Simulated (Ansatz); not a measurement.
Relaxed-ion elastic tensor of TiBe₁₂ in space group I4/mmm (No. 139; Ti on 2a, Be on 8f, Be on 8i, Be on 8j) in GPa (Voigt order), r²SCAN (plane waves, PAW; program Ansatz); density 2.33 g/cm³, 8.56 Å³ per atom.

```
 371  -8.2  30.0   0.0   0.0   0.0
-8.2   371  30.0   0.0   0.0   0.0
30.0  30.0   313   0.0   0.0   0.0
 0.0   0.0   0.0   139   0.0   0.0
 0.0   0.0   0.0   0.0   139   0.0
 0.0   0.0   0.0   0.0   0.0   125
```

### Question
Is the crystal mechanically stable?

### Answer
Yes: the smallest eigenvalue of C is 125 GPa.

### Question
Work out the Voigt, Reuss and Hill averages.

### Answer
K_V = 129, K_R = 129, K_H = 129; G_V = 148, G_R = 145, G_H = 146 GPa.

### Question
Give Young's modulus, Poisson's ratio, Pugh's ratio and the universal anisotropy index.

### Answer
E = 9KG/(3K + G) = 318 GPa; ν = 0.09; K/G = 0.88 (brittle by the Pugh limit of 1.75); A_U = 5G_V/G_R + K_V/K_R − 6 = 0.10.

### Question
Estimate the sound speeds and the Debye temperature.

### Answer
v_l = √((K + 4G/3)/ρ) = 11800 m/s, v_t = √(G/ρ) = 7920 m/s, mean 8650 m/s; Θ = (h/k)(3n/4πV)^(1/3) v_m = 1260 K.

### Question
Solve the Christoffel equation for the three sound speeds along x, y, z.

### Answer
Eigenvalues of C_ijkl n_j n_l equal ρv². In km/s, slowest first: x 7.32, 7.74, 12.61; y 7.32, 7.74, 12.61; z 7.74, 7.74, 11.59.

### Question
How much does each axis shrink under pressure?

### Answer
Linear compressibilities β_i = Σ_j S_ij (j = 1 to 3): x 2.5, y 2.5, z 2.7 per TPa.

The workflow started from a Materials Project entry (that database holds measured and hypothetical structures alike); the Crystallography Open Database copy checked does not list it. Whether it is the stable phase at ambient conditions was not checked. Symmetry was held in the r²SCAN relaxation; whether a distortion lowers the energy is not shown. No spin polarisation was allowed. As this level gives no gap, shear constants depend on the k-mesh and smearing (Fermi–Dirac, 0.1 eV here). On the denser mesh and wider smearing of the elastic run this cell carries a stress of 0.6 GPa.

Potentials: the later of the program's two PAW sets.
